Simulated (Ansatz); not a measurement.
**ScCu (CsCl-type structure)**

**The experiment.** The Crystallography Open Database holds a cell as deposited of cubic ScCu (space group Pm-3m), temperature not stated (1962): a = 3.256 Å, 17.26 Å³/atom.

Computed with Ansatz (plane waves, PAW, 420 eV cutoff): PBEsol, scalar-relativistic, no spin polarisation, Γ-centred 10×10×10 mesh, 0.05 eV Gaussian smearing. The datasets are Ansatz's generated set soft_2.

```
Sc Cu
1.0
     3.21059    0.00000    0.00000
     0.00000    3.21059    0.00000
     0.00000    0.00000    3.21059
Sc Cu
1 1
Cartesian
  0.0000 0.0000 0.0000
  1.6053 1.6053 1.6053
```

The start was a prototype's sites filled with these elements; the Crystallography Open Database holds the compound in this structure.

The cell above was scaled in volume, its shape and atoms being fixed by the lattice's symmetry. Energies are counted from the cell above.

The cell is relaxed to zero pressure at this level.

```
V (Å³/atom)  ΔE (meV/atom)  P from the stress (GPa)
     15.885           8.69                     4.37
     16.216           2.08                     2.07
     16.547           0.00                    -0.01
     16.878           1.99                    -1.88
     17.209           7.65                    -3.56
```

Task: Do the energies and the pressures agree? Compare −ΔE/ΔV between neighbouring points (1 meV/Å³ = 0.1602 GPa) with the mean of their pressures.

Result: 
```
interval (Å³/atom)  −ΔE/ΔV (GPa)  mean P (GPa)
    15.89 to 16.22           3.2           3.2
    16.22 to 16.55           1.0           1.0
    16.55 to 16.88          -1.0          -0.9
    16.88 to 17.21          -2.7          -2.7
```
They differ by 0.02 GPa at most.

Task: What do the two routes give for V0, B0 and B0′?

Result: A third-order Birch–Murnaghan fit of the energies: V0 = 16.55 Å³/atom, B0 = 99 GPa, B0′ = 4.2. A polynomial of P in ln V, with B = −dP/d ln V at P = 0: V0 = 16.55 Å³/atom, B0 = 99 GPa, B0′ = 4.2.

B0·V0 = 98.6 GPa × 16.55 Å³ = 10.18 eV/atom sets the scale: near the minimum ΔE ≈ ½ B0 V0 x², with x = V/V0 − 1, and a pressure of 1.0 GPa squeezes the volume by about 1 %. At the ends of the curve: x = −4.0 % predicts 8.1 meV/atom and the run gives 8.7; x = +4.0 % predicts 8.2 meV/atom and the run gives 7.7. The curve is steeper than the parabola on the compressed side and flatter on the expanded side: the bulk modulus rises with pressure.

**Against experiment.** PBEsol gives 3.211 Å and 16.55 Å³/atom, −4.1 % in volume (−1.4 % in length) from the database's cell. That is a large miss for PBEsol, or the entry is off. The run is a metal.
